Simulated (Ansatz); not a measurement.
Here is the system:

ZrB$_{2}$:
```cif
data_B2Zr
_chemical_formula_sum 'Zr1 B2'
_space_group_name_H-M_alt 'P6/mmm'
_space_group_IT_number 191
_space_group_name_Hall '-P 6 2'
_cell_length_a 3.15480
_cell_length_b 3.15480
_cell_length_c 3.50654
_cell_angle_alpha 90.000
_cell_angle_beta 90.000
_cell_angle_gamma 120.000
loop_
_atom_site_label
_atom_site_type_symbol
_atom_site_symmetry_multiplicity
_atom_site_Wyckoff_symbol
_atom_site_fract_x
_atom_site_fract_y
_atom_site_fract_z
_atom_site_occupancy
Zr1 Zr 1 a 0.00000 0.00000 0.00000 1
B1 B 2 d 0.33333 0.66667 0.50000 1
```

This is the PBEsol-relaxed structure.

Question: All from the program Ansatz at the PBEsol level (PAW), unless another level is named. Estimate the electronic character.

Answer: metallic (no gap).

Question: Next, the formation energy from the elements (no fitted shifts)?

Answer: -1.08 eV/atom.

Question: Give the density of states at the Fermi level.

Answer: 0.09 states/eV per atom (mean over ±0.08 eV).

The PBEsol relaxation kept the symmetry of its start; of distortions, only those at the zone centre were tested. No spin polarisation was allowed. The references are the lowest solids computed at this level, not always the standard phases. Spin–orbit coupling is left out wherever it is not named.

Potentials: the later of the program's two PAW sets.
